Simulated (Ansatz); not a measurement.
**Al (Im-3m), comparing deformations**

The calculation used DFT r2SCAN, scalar-relativistic, plane waves, PAW in Ansatz. Settings: plane waves to 500 eV, k-mesh 20×20×20 (Γ-centred), Gaussian smearing 0.15 eV. No spin polarisation. Energies are free energies at this smearing, counted from the undisturbed cell; pressure is positive in compression.

Zero of the scan (as given, not relaxed at this level; it stands at 0.5 GPa; this bcc form isn't the usual structure):

```
Al
1.0
    -1.59122    1.59122    1.59122
     1.59122   -1.59122    1.59122
     1.59122    1.59122   -1.59122
Al
1
Cartesian
  0.0000 0.0000 0.0000
```

The cell is strained by ε times a Voigt pattern (xx, yy, zz, yz, xz, xy; engineering shear) with fractional coordinates fixed. τ = (1/V0) dE/dε comes from the stress tensor. Of each scan, only the three points used here are listed.

```
           pattern        ε  τ (GPa)
(1, 1, 0, 0, 0, 0)  -0.0050    -2.42
(1, 1, 0, 0, 0, 0)   0.0000    -0.96
(1, 1, 0, 0, 0, 0)   0.0050     0.47
(0, 0, 1, 0, 0, 0)  -0.0250   -1.717
(0, 0, 1, 0, 0, 0)   0.0000   -0.481
(0, 0, 1, 0, 0, 0)   0.0250    0.690
(0, 0, 0, 1, 0, 0)  -0.0250   -1.165
(0, 0, 0, 1, 0, 0)   0.0000    0.000
(0, 0, 0, 1, 0, 0)   0.0125    0.438
```

Problem. Which constants do the scans give, and which deformation costs least for the same size of strain tensor?

Solution. The slope dτ/dε at zero (parabola through three points) is pᵀCp: (1, 1, 0, 0, 0, 0) gives 2(C11 + C12) = 289 GPa; (0, 0, 1, 0, 0, 0) gives C11 = 48 GPa; (0, 0, 0, 1, 0, 0) gives C44 = 39 GPa. The size of the strain tensor, ε:ε, is ε² times 2.0, 1.0, 0.5. Per unit of it the stiffnesses are 144, 48, 78 GPa, so (0, 0, 1, 0, 0, 0) is the softest of these: at ε:ε = (1 %)² the quadratic term costs 0.24 meV/atom against 0.73 for the stiffest. These are clamped-ion values.

In a metal these slopes depend on the k mesh and the smearing.